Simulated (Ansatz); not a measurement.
Scan of one atom of the cell for NiSi2 (fluorite type, space group Fm-3m)

Starting cell, NiSi2 (fluorite type, space group Fm-3m):

```
CELL_PARAMETERS angstrom
      0.00000     2.69495     2.69495
      2.69495     0.00000     2.69495
      2.69495     2.69495     0.00000
ATOMIC_POSITIONS crystal
  Ni 0.00000 0.00000 0.00000
  Si 0.25000 0.25000 0.25000
  Si 0.75000 0.75000 0.75000
```

Scan: atom 3 (Si, nearest neighbour Ni at 2.334 Å; its periodic images, 3.8 Å or more away, move with it) is displaced along Cartesian [111], direction (0.577, 0.577, 0.577) in Cartesian axes, by s. The other atoms stay.

All values below come from PBEsol (plane waves to 420 eV, PAW, scalar-relativistic; Ansatz, a first-principles code). k mesh 12×12×12 (Γ-centred), Fermi-Dirac smearing 0.05 eV. Energies are smeared free energies. Compression counts positive. With partly filled bands, energies and forces of such displacements shift with the k mesh and the smearing. F∥ is the force on the atom along that direction. On this mesh the relaxed cell isn't quite at rest: it carries a pressure of -0.1 GPa (compression positive) at the zero of the scan. NiSi2 is run without spin polarisation. NiSi2 was relaxed with its symmetry unable to fall. ΔE is measured from the undisplaced structure.

| s (Å) | ΔE (meV/cell) | P (GPa) | F∥ (eV/Å) |
|---|---|---|---|
| -0.470 | 638 | 8.1 | 2.162 |
| -0.376 | 442 | 5.6 | 1.992 |
| -0.282 | 268 | 3.4 | 1.696 |
| -0.188 | 127 | 1.7 | 1.270 |
| -0.094 | 34 | 0.4 | 0.694 |
| 0.000 | 0 | -0.1 | 0.000 |
| 0.094 | 39 | 0.4 | -0.858 |
| 0.188 | 169 | 2.1 | -1.970 |
| 0.282 | 420 | 5.3 | -3.420 |
| 0.376 | 827 | 10.1 | -5.355 |
| 0.470 | 1449 | 17.0 | -8.013 |

Summary:

| Property | Value |
|---|---|
| Energy at s = 0.470 Å | 1449 meV/cell |
| Force along the line at s = -0.470 Å | 2.16 eV/Å |
| Symmetry of the curve | not even: the positive side lies higher at ±0.470 Å |
| Shape of the curve | a single well with its minimum at or next to zero displacement |
| Force constant k = d²E/ds² at s = 0 (finite differences) | 8.13 eV/Å² |
| Harmonic estimate at the end of the scan | ½ks² = 898 meV/cell against the computed 1449 meV/cell, so the well is stiffer than harmonic there |

(A displaced cell: forces are minus the slopes of the energy, force constants its curvatures, and phonons follow from these.)
